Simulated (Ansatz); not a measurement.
Ansatz input

```yaml
crystal:
  lattice:
    - [0.0, 3.4334546097, 3.4334546097]
    - [3.4334546097, 0.0, 3.4334546097]
    - [3.4334546097, 3.4334546097, 0.0]
  atoms:
    - { symbol: Mg, position: [0.125, 0.125, 0.125] }
    - { symbol: Mg, position: [0.875, 0.875, 0.875] }
hamiltonian:
  xc: lda
  pseudopotentials:
    kind: paw
    azcp:
      Mg: "pseudopotentials/Mg.paw.azcp"
basis:
  ecutwfc: 420
  fft_grid_basis: typed
kpoints:
  mp_grid: { grid: [9, 9, 9], shift: [0, 0, 0] }
magnetization:
  spin_polarized: false
scf:
  occupations: { method: fermi_dirac, width: 0.1 }
  lower_state_search: "off"
output:
  stress: true
```

Terminal output

```
Warning: the record states the generating functional pbe (its physics header spells it `PBE`), which answers neither for hamiltonian.xc's functional nor for the lda family's — results may be inconsistent (PPs are generated against a specific XC)
Engine: ansatz 0.2.0, x86_64-unknown-linux-gnu
Pseudopotentials: kind: paw
Pseudopotential: Mg, paw, valence charge 10, recommended cutoff 420 eV (normal) 
Functional definition: SPW92
  exchange = slater_x
  correlation = pw_c
Crystal: 2 atoms, lattice volume = 80.951 Å³
Basis set: ecut = 420 eV, 1591 PW (Γ)
Bands: 14, of which v1, the nominal top of the filled ones, is band 10 counted from 1 (9 counted from 0)
Symmetry: 48 space group operations
Space group: Fd-3m (ITA 227), of the structure as read, at distance tolerance 4.3e-5 Å
k-points: 35 of 729
Non-local potential: Mg, projectors of the file, l = 0: 3, l = 1: 2, l = 2: 1
PAW form: soft (Blöchl's): semilocal exchange-correlation on the pseudo side does not see the compensation charge
PAW frozen core: Mg, regenerated for the run's functional, and the local potential with it (the file was generated under x = pbe(κ = 0.804, μ = 0.2195149727645171), c = pbe(β = 0.06672455060314922))
PAW one-centre angular grid: Mg, 110 points (default); XC on 64 Gauss nodes
Initial density: superposition of atomic densities (neutral atoms: chi_scale 0, normalization atom), corrected by the library's trained network
Initial wavefunctions: pseudopotential atomic-orbital guess
Functional: x = slater, c = lda
SCF iter   1: F=—  HF=-3801.606111 eV  |F-HF|=—  |Δ(HF+E_count)|=         —  Δρ=4.25e-3  dr2=4.72e-3  ethr=1.77e-3  ⟨swp⟩=5.8  Hψ=2653  notcnv=0
SCF iter   2: F=—  HF=-3801.599378 eV  |F-HF|=—  |Δ(HF+E_count)|=   6.73e-3  Δρ=1.57e-3  dr2=9.93e-4  ethr=2.36e-5  ⟨swp⟩=2.0  Hψ=1075  notcnv=0
SCF iter   3: F=—  HF=-3801.599069 eV  |F-HF|=—  |Δ(HF+E_count)|=   3.09e-4  Δρ=4.05e-4  dr2=2.15e-4  ethr=4.96e-6  ⟨swp⟩=2.0  Hψ=769  notcnv=0
SCF iter   4: F=—  HF=-3801.599061 eV  |F-HF|=—  |Δ(HF+E_count)|=   8.39e-6  Δρ=7.75e-5  dr2=9.72e-6  ethr=1.07e-6  ⟨swp⟩=2.0  Hψ=555  notcnv=0
SCF iter   5: F=—  HF=-3801.599059 eV  |F-HF|=—  |Δ(HF+E_count)|=   1.40e-6  Δρ=3.32e-5  dr2=1.33e-6  ethr=4.86e-8  ⟨swp⟩=2.0  Hψ=827  notcnv=0
SCF iter   6: F=—  HF=-3801.599059 eV  |F-HF|=—  |Δ(HF+E_count)|=   2.19e-7  Δρ=9.21e-6  dr2=1.59e-7  ethr=6.67e-9  ⟨swp⟩=3.0  Hψ=789  notcnv=0
SCF iter   7: F=-3801.599059 eV  HF=-3801.599059 eV  |F-HF|=1.61e-9  |Δ(HF+E_count)|=   1.41e-8  Δρ=8.51e-7  dr2=6.88e-10  ethr=5.00e-10  ⟨swp⟩=4.0  Hψ=1401  notcnv=0
SCF 1 converged in 7 iterations: F = -3801.599059 eV  dr2 = 6.88e-10
SCF converged after 7 iterations
Free energy (F): -3801.599059 eV
Harris-Foulkes:  -3801.599059 eV  (|F-HF|=1.61e-9)
Internal energy: -3801.558076 eV  (E = F + TS)
E sigma→0 (E₀):  -3801.578568 eV
Entropy (-TS):   -0.040983 eV (-20.492 meV/atom)
Fermi energy:    1.651302 eV
--- Per-component energies (eV) ---
  E_band       = -796.034734
  E_kinetic    = 147.524598
  E_local      = -3825.827356  (includes V_loc(G=0)·N_el)
  E_nonlocal   = 194.972787
  E_hartree    = 1408.623340
  E_xc         = -53.651739
  E_vxc        = -69.727425  (∫ρ·V_xc dr)
  E_paw        = -543.909761  (= ΣΔE_a)
  E_vpaw       = -60.223807  (= ΣTr[D̂ρ^β])
  E_aug_tail   = 0.000003  (compensation charges beyond the density's cutoff)
  E_ewald      = -1129.590906
  E_core_change = 0.300959  (= ΣΔE_core)
  E_smearing   = -0.040983  (= −TS)
  E_closure    = -0.000000  (closes the sum)
  Σ components = -3801.599059   (vs F -3801.599059, Δ=0.00e0)
--- Stress (GPa, compression-positive) ---
       -0.819325      -0.000000       0.000000
        0.000000      -0.819325       0.000000
       -0.000000      -0.000000      -0.819325
  P = ⅓ Tr σ = -0.8193 GPa (-8.193 kbar)
```

Launched by

```sh
ansatz run input.yaml --threads 2 --pin off --max-ram 5120MiB --backend cpu --events-out ev --progress --plain --runs-dir out
```

On 2 threads of Intel(R) Xeon(R) Platinum 8559C (Emerald Rapids) (shared host) this took about 0.61 s of wall time and 1.1 s of CPU time.
